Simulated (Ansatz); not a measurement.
# Settings and field gradients in BaTiO3 with Al replacing Ba

Cell: a supercell of BaTiO3 (cubic perovskite type, Pm-3m) built from a refined structure from the COD, with all atoms left at the host's positions.

Space group Im-3m (No. 229); a = 8.0120 Å.

```csv
site,Wyckoff,site symmetry,x,y,z
Al,2a,m-3m,0.5000,0.5000,0.5000
Ba,6b,4/mm.m,0.5000,0.5000,0.0000
Ti,8c,.-3m,0.2500,0.2500,0.2500
O,24h,m.m2,0.5000,0.2500,0.2500
```

One atom of each set is listed; the run and its k-mesh use a cell of 20 atoms with edges of 6.94, 6.94, 6.94 Å.

Reference run. All values are calculated (Ansatz; DFT, PBE, plane waves and PAW, scalar-relativistic, 420 eV cutoff, Γ-centred 3×3×3 k-points, Fermi–Dirac smearing 0.01 eV, cell charge +1), not measured.

It gives V_zz (10²¹ V/m²) O -3.18 (η 0.30), Ba -2.97 (η 0.00), Ti 0.47 (η 0.00), among others. Each of these runs changes the input as listed (caps on SCF iterations aside):

A. scf.occupations.method: fermi_dirac → gaussian; scf.occupations.width: 0.01 → 0.2; scf.convergence.dr2_threshold: not typed → 1e-05
B. hamiltonian.xc: pbe → pbesol; scf.occupations.width: 0.01 → not typed; scf.occupations.method: fermi_dirac → tetrahedron

**Question.** Which of these changes matter for the gradients?

**Answer.** 

| run | O V_zz (η) | Ba V_zz (η) | Ti V_zz (η) | largest change of a gradient tensor, all atoms | note |
| --- | --- | --- | --- | --- | --- |
| A | -3.19 (0.30) | -2.97 (0.00) | 0.47 (0.00) | 0.01 | converged |
| B | -3.08 (0.37) | -2.95 (0.00) | 0.50 (0.00) | 0.15 | converged; another functional |

Run B moves them most, on O (V_zz from -3.18 to -3.08); against its own size the tensor moves most on Ti among sites above 0.3 (by 0.02, V_zz from 0.47 to 0.50).

Run B changes hamiltonian.xc, scf.occupations together, so the table can't tell their shares apart.

On the reference run: The run isn't spin-polarised, and a state with spin may lie lower. The defect repeats with the cell of 20 atoms, so it feels its images: sites between two images don't show the values beside a lone defect, and zeros or small values of η there can come from the images' arrangement. O carries a gradient in the pure host already, so the values there aren't the defect's effect alone. This high-symmetry form of BaTiO3 is unstable when cold, to polar off-centring of Ti. The symmetry of the cell holds that distortion back, wholly or in part, and it would change the field gradients, the more the larger the distortion. A uniform background compensates the cell's charge. The defect cell has no gap above 0.1 eV on its mesh, so the values can hang on the smearing and the k-mesh. Without spin–orbit coupling (the program notes it for Ba) the gradients can shift somewhat, as the gap is small. The neighbours have not yet relaxed around the defect (largest force 0.58 eV/Å), so a real crystal will differ.
